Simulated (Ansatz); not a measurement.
Ni (bcc (W type), space group No. 229) at seven volumes, the program Ansatz at the r²SCAN level (PAW), scaled uniformly. One row is withheld.

| V (Å³/atom) | P (GPa) |
|---|---|
| 9.638 | ? |
| 9.955 | 15.47 |
| 10.273 | 7.03 |
| 10.591 | 0.00 |
| 10.908 | -5.85 |
| 11.226 | -10.75 |
| 11.544 | -14.87 |

**Question.** Fit the shown pressures and predict the withheld one.

**Answer.** P = (3/2)B₀(x^(7/2) − x^(5/2))[1 + (3/4)(B′ − 4)(x − 1)] with x = (V₀/V)^(2/3). Least squares on the six rows gives V₀ = 10.591 Å³/atom, B₀ = 214 GPa, B′ = 4.99. At V = 9.638, x = 1.0649 and P = 25.54 GPa. The run itself gave 25.57 GPa.

Space group Im-3m (bcc (W type)). The workflow started from a Materials Project entry (that database holds measured and hypothetical structures alike); the Crystallography Open Database copy checked does not list it. It is not the phase usual at ambient conditions (space group No. 225). Symmetry was held in the r²SCAN relaxation. At this level the phase is mechanically unstable. Spin order of the final state: ferromagnetic, chosen from 3 collinear starts compared on coarse meshes (ties went to the first, and starts can fall back to one state), not a proven ground state. Other orbital occupations within this spin state were not tried.

Potentials: the earlier of the program's two PAW sets.
